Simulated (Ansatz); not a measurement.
Relaxed candidate structures of Mo:

**A**
```cif
data_Mo
_chemical_formula_sum 'Mo1'
_space_group_name_H-M_alt 'P 1'
_space_group_IT_number 1
_cell_length_a 2.72848
_cell_length_b 2.72848
_cell_length_c 2.72848
_cell_angle_alpha 109.471
_cell_angle_beta 109.471
_cell_angle_gamma 109.471
loop_
_space_group_symop_operation_xyz
  'x, y, z'
loop_
_atom_site_label
_atom_site_type_symbol
_atom_site_fract_x
_atom_site_fract_y
_atom_site_fract_z
_atom_site_occupancy
Mo1 Mo 0.00000 0.00000 0.00000 1
```

**B**
```cif
data_Mo4
_chemical_formula_sum 'Mo4'
_space_group_name_H-M_alt 'P 1'
_space_group_IT_number 1
_cell_length_a 5.35102
_cell_length_b 4.47448
_cell_length_c 2.65406
_cell_angle_alpha 90.000
_cell_angle_beta 90.000
_cell_angle_gamma 90.000
loop_
_space_group_symop_operation_xyz
  'x, y, z'
loop_
_atom_site_label
_atom_site_type_symbol
_atom_site_fract_x
_atom_site_fract_y
_atom_site_fract_z
_atom_site_occupancy
Mo1 Mo 0.25000 0.00000 0.81770 1
Mo2 Mo 0.75000 0.00000 0.18230 1
Mo3 Mo 0.00000 0.50000 0.50000 1
Mo4 Mo 0.50000 0.50000 0.50000 1
```

**C**
```cif
data_Mo2
_chemical_formula_sum 'Mo2'
_space_group_name_H-M_alt 'P 1'
_space_group_IT_number 1
_cell_length_a 5.22587
_cell_length_b 5.22587
_cell_length_c 5.22587
_cell_angle_alpha 30.457
_cell_angle_beta 30.457
_cell_angle_gamma 30.457
loop_
_space_group_symop_operation_xyz
  'x, y, z'
loop_
_atom_site_label
_atom_site_type_symbol
_atom_site_fract_x
_atom_site_fract_y
_atom_site_fract_z
_atom_site_occupancy
Mo1 Mo 0.08579 0.08579 0.08579 1
Mo2 Mo 0.91421 0.91421 0.91421 1
```

**D**
```cif
data_Mo3
_chemical_formula_sum 'Mo3'
_space_group_name_H-M_alt 'P 1'
_space_group_IT_number 1
_cell_length_a 5.20005
_cell_length_b 5.20006
_cell_length_c 2.54600
_cell_angle_alpha 90.000
_cell_angle_beta 90.000
_cell_angle_gamma 120.000
loop_
_space_group_symop_operation_xyz
  'x, y, z'
loop_
_atom_site_label
_atom_site_type_symbol
_atom_site_fract_x
_atom_site_fract_y
_atom_site_fract_z
_atom_site_occupancy
Mo1 Mo 0.50000 0.00000 0.50000 1
Mo2 Mo 0.50000 0.50000 0.50000 1
Mo3 Mo 0.00000 0.50000 0.50000 1
```

Q: Order them by energy per atom (lowest first) at the level r2SCAN (plane waves to 500 eV, PAW, scalar-relativistic; Ansatz, a program for electronic structure).

A: A (reference, the lowest among the structures calculated here), B (+0.24 eV/atom), C (+0.77 eV/atom), D (+1.50 eV/atom)

Probably no minimum, since a slightly shaken restart fell lower: R-3m, hR2 (by 0.52 eV/atom, to Fddd). Each run could gain symmetry but not lose that of its start, so entries can be saddle points. From databases, or of a type measured for this composition: Im-3m, cI2, bcc (W type); the others are generated cells (placed on structure types, drawn at random, substituted or restacked) that were not matched to a known phase here. Energies are at zero temperature and pressure, without zero-point motion. No spin polarisation in the result.
